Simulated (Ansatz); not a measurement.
CdO:
```xyz
12
Lattice="6.2884 0.0000 0.0000 0.0000 6.2884 0.0000 0.0000 0.0000 6.2884" Properties=species:S:1:pos:R:3 pbc="T T T"
Cd     1.5721     0.0000     3.1442
Cd     3.1442     1.5721     0.0000
Cd     3.1442     4.7163     0.0000
Cd     4.7163     0.0000     3.1442
Cd     0.0000     3.1442     4.7163
Cd     0.0000     3.1442     1.5721
O      1.5721     3.1442     0.0000
O      0.0000     1.5721     3.1442
O      0.0000     4.7163     3.1442
O      4.7163     3.1442     0.0000
O      3.1442     0.0000     4.7163
O      3.1442     0.0000     1.5721
```

Relaxed with PBE. Special points in fractions of this cell's reciprocal vectors: Γ (0.000, 0.000, 0.000); X (0.000, 0.500, 0.000); M (0.500, 0.500, 0.000); R (0.500, 0.500, 0.500).

**Question.** List the band energies nearest the valence-band maximum at these points for DFT-PBE in the program Ansatz with PAW potentials.

**Answer.** In eV from the valence-band maximum; about four levels below and three above (degenerate sets whole), none deeper than 8.9 eV; points with the same levels are listed once.

| k | below | above |
|---|---|---|
| Γ | -1.01 -1.01 -1.01 0.00 0.00 0.00 | 0.31 4.72 4.72 |
| X | -0.42 -0.42 -0.17 -0.17 | 2.30 2.30 5.29 5.29 |
| M | -0.57 -0.57 -0.53 -0.53 -0.23 | 2.98 3.09 3.95 3.95 |
| R | -0.68 -0.68 -0.68 -0.68 | 4.28 4.28 4.28 4.28 4.28 4.28 |

Space group Pm-3n. The start of the workflow was typed in or built on a structure type; neither database checked (COD, Materials Project) lists it. It is not the phase usual at ambient conditions (space group No. 225). The PBE relaxation kept the symmetry of its start; whether a distortion lowers the energy is not shown. The volume moved by 22 % from the start of the relaxation. Spin–orbit coupling is left out wherever it is not named.

Potentials: the earlier of the program's two PAW sets.
